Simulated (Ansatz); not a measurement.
TiO₂ (rutile)

```xyz
6
Lattice="4.5973 0.0000 0.0000 0.0000 4.5973 0.0000 0.0000 0.0000 2.9543" Properties=species:S:1:pos:R:3 pbc="T T T"
Ti     0.0000     0.0000     0.0000
Ti     2.2987     2.2987     1.4771
O      1.4004     1.4004     0.0000
O      3.6991     0.8983     1.4771
O      0.8983     3.6991     1.4771
O      3.1969     3.1969     0.0000
```

The volume is varied about the relaxed value V₀ at fixed cell shape. The atoms relax within the cell's symmetry.

Level of theory: r2SCAN (plane waves to 500 eV, PAW, scalar-relativistic; Ansatz, an electronic-structure program). k mesh 7×7×11 (Γ-centred), Fermi-Dirac smearing 0.05 eV. Energies are smeared free energies. Stress and pressure are positive under compression. With the shape held, the modulus is that of even scaling; a crystal free to change shape is softer. The PAW data are Ansatz's earlier set. TiO2 is run without spin polarisation. TiO2 was relaxed with its symmetry unable to fall. ΔE is measured from the relaxed starting cell.

```tsv
V (Å³/atom)	ΔE (meV/atom)
8.742	272.9
9.019	179.3
9.297	108.7
9.574	58.0
9.852	withheld
10.129	5.8
10.407	0.0
10.684	5.3
10.962	20.1
11.239	43.1
11.517	73.1
11.794	109.1
12.072	150.1
```

**Question.** Fit a third-order Birch-Murnaghan form (E₀, V₀, B₀, B₀′ free) to the given rows and predict ΔE at V = 9.852.

**Answer.** Least squares on the 12 given rows: ΔE = E₀ + (9V₀B₀/16)·y²·[2 + (B₀′ − 4)y], y = (V₀/V)^(2/3) − 1, with V₀ = 10.408 Å³/atom, B₀ = 237.7 GPa (160.2 GPa = 1 eV/Å³; the term in eV is multiplied by 1000), B₀′ = 4.54, E₀ = 0.18 meV/atom; root-mean-square residual 0.17 meV/atom. At 9.852 the fit gives 24.6 meV/atom; the calculation gives 24.5 meV/atom, so the interpolation is off by 0.1 (+0.4 %). For the pressure the fit gives 14.8 GPa against the computed 14.9 GPa.

(A scan under strain: stresses follow from slopes of the energy per volume, elastic moduli from its curvatures.)
